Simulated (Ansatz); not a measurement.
Hf$_{2}$N$_{2}$O:
```yaml
crystal:
  lattice:
    - [6.77552, 1.61989, 0.00000]
    - [-6.77552, 1.61989, 0.00000]
    - [-1.45997, 0.00000, 7.99343]
  atoms:
    - { symbol: Hf, position: [0.03098, 0.96902, 0.80822] }
    - { symbol: Hf, position: [0.96902, 0.03098, 0.19178] }
    - { symbol: Hf, position: [0.62986, 0.37014, 0.47406] }
    - { symbol: Hf, position: [0.37014, 0.62986, 0.52594] }
    - { symbol: Hf, position: [0.69470, 0.30530, 0.13140] }
    - { symbol: Hf, position: [0.30530, 0.69470, 0.86860] }
    - { symbol: N, position: [0.53565, 0.46435, 0.65607] }
    - { symbol: N, position: [0.46435, 0.53565, 0.34393] }
    - { symbol: N, position: [0.17193, 0.82807, 0.96368] }
    - { symbol: N, position: [0.82807, 0.17193, 0.03632] }
    - { symbol: N, position: [0.12671, 0.87329, 0.28491] }
    - { symbol: N, position: [0.87329, 0.12671, 0.71509] }
    - { symbol: O, position: [0.21085, 0.78915, 0.61731] }
    - { symbol: O, position: [0.78915, 0.21085, 0.38269] }
    - { symbol: O, position: [0.50000, 0.50000, 0.00000] }
```

Relaxed with PBEsol. Special points in fractions of this cell's reciprocal vectors: Γ (0.000, 0.000, 0.000); C (0.265, 0.265, 0.000); C2 (-0.265, 0.735, 0.000); Y2 (-0.500, 0.500, 0.000); M2 (-0.500, 0.500, 0.500); D (-0.260, 0.740, 0.500); D2 (0.260, 0.260, 0.500); A (0.000, 0.000, 0.500); L2 (0.000, 0.500, 0.500); V2 (0.000, 0.500, 0.000).

Task: List the band energies nearest the valence-band maximum at these points for PBEsol in the plane-wave PAW code Ansatz.

Result: In eV from the valence-band maximum; about four levels below and three above (degenerate sets whole), none deeper than 8.9 eV; points with the same levels are listed once.

| k | below | above |
|---|---|---|
| Γ | -0.92 -0.49 -0.30 -0.09 | 2.20 2.62 2.75 |
| C | -1.05 -0.70 -0.57 -0.17 | 2.84 2.92 3.83 3.83 |
| Y2 | -1.12 -1.07 -0.93 -0.45 | 1.90 2.65 2.68 |
| M2 | -1.15 -0.68 -0.63 -0.25 | 2.01 2.76 3.27 |
| D | -1.06 -0.68 -0.53 -0.48 | 2.80 3.37 3.40 |
| A | -1.12 -0.78 -0.20 -0.20 | 2.36 2.54 2.83 |
| L2 | -1.13 -1.13 -0.79 -0.58 -0.35 | 2.90 3.39 3.66 |
| V2 | -1.11 -0.69 -0.48 -0.41 | 2.81 3.14 3.49 |

Space group C2/m. The first step of the workflow began from a Materials Project structure, measured or hypothetical; the Crystallography Open Database copy checked does not list it. Whether it is the stable phase at ambient conditions was not checked. The cell was relaxed with PBEsol under the symmetry of its start; its stability against distortions is not shown here. No spin polarisation was allowed. Spin–orbit coupling is left out wherever it is not named.

Potentials: the later of the program's two PAW sets.
